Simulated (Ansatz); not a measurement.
Relaxed candidate structures of GaAs:

**A**
```xyz
2
Lattice="3.3386 0.0000 0.0000 0.0000 3.3386 0.0000 0.0000 0.0000 3.3386" Properties=species:S:1:pos:R:3 pbc="T T T"
Ga     0.0000     0.0000     0.0000
As     1.6693     1.6693     1.6693
```

**B**
```
GaAs
1.0
    3.95061     0.00000     0.00000
   -0.12058     6.78478     0.00000
   -1.92656    -2.20880     6.77489
Ga As
4 4
Cartesian
  1.23054  -1.85123   6.51436
  0.31503   0.52367   6.45102
 -0.47815   4.36993   2.90113
  1.76059   1.08589   3.00408
 -0.25529  -0.09892   2.16564
  1.55424   3.26937   1.99142
 -0.87616   3.93845   5.36207
  2.29999   1.55911   5.37853
```

**C**
```
GaAs
1.0
    3.77551     0.00000     0.00000
   -1.88776     3.26969     0.00000
    0.00000     0.00000    12.35671
Ga As
4 4
Direct
  0.33333   0.66667   0.62490
  0.66667   0.33333   0.12490
  0.66667   0.33333   0.37510
  0.33333   0.66667   0.87510
  0.00000   0.00000   0.50000
  0.00000   0.00000   0.00000
  0.33333   0.66667   0.25000
  0.66667   0.33333   0.75000
```

**D**
```xyz
4
Lattice="4.2068 0.0000 0.0000 -2.1034 3.6432 0.0000 0.0000 0.0000 5.9282" Properties=species:S:1:pos:R:3 pbc="T T T"
Ga     0.0000     2.4288     1.4820
Ga     2.1034     1.2144     4.4461
As     0.0000     2.4288     4.4461
As     2.1034     1.2144     1.4820
```

### Question
Rank these by energy per atom (lowest first), as r2SCAN (plane waves to 500 eV, PAW, scalar-relativistic; Ansatz, a first-principles code) gives it.

### Answer
B (reference), D (+0.21 eV/atom), C (+0.26 eV/atom), A (+0.60 eV/atom)

### Question
Which candidates are metallic at this level, and what gaps do the others have?

### Answer
No gap: A, C, D. B: 0.55 eV (no spin-orbit coupling).

The lowest structure calculated, F-43m, cF8, zinc blende type, is not among these; it lies 0.19 eV/atom below the lowest of them. Probably no minimum, since a slightly shaken restart fell lower: P6₃/mmc, hP4 (by 0.31 eV/atom, to P4₂/mnm).  1 generated cell of layers, chains or molecules, poorly bound without dispersion, is left out. Each run could gain symmetry but not lose that of its start, so entries can be saddle points. All of these are generated cells (placed on structure types, drawn at random, substituted or restacked) that were not matched to a known phase here. Energies are at zero temperature and pressure, without zero-point motion. No spin polarisation in the result.
